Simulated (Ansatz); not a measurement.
Relaxed-ion elastic tensor of MgO (CsCl type, Pm-3m) in GPa (Voigt order), r²SCAN (plane waves, PAW; program Ansatz); density 3.71 g/cm³, 9.03 Å³ per atom.

```
  624  -74.8  -74.8    0.0    0.0    0.0
-74.8    624  -74.8    0.0    0.0    0.0
-74.8  -74.8    624    0.0    0.0    0.0
  0.0    0.0    0.0  -61.7    0.0    0.0
  0.0    0.0    0.0    0.0  -61.7    0.0
  0.0    0.0    0.0    0.0    0.0  -61.7
```

Task: Is the crystal mechanically stable?

Result: No: the smallest eigenvalue of C is -61.7 GPa.

This is a known high-pressure phase of the composition, computed here at zero pressure and temperature. Symmetry was held in the r²SCAN relaxation. At this level the phase is mechanically unstable.

Potentials: the later of the program's two PAW sets.
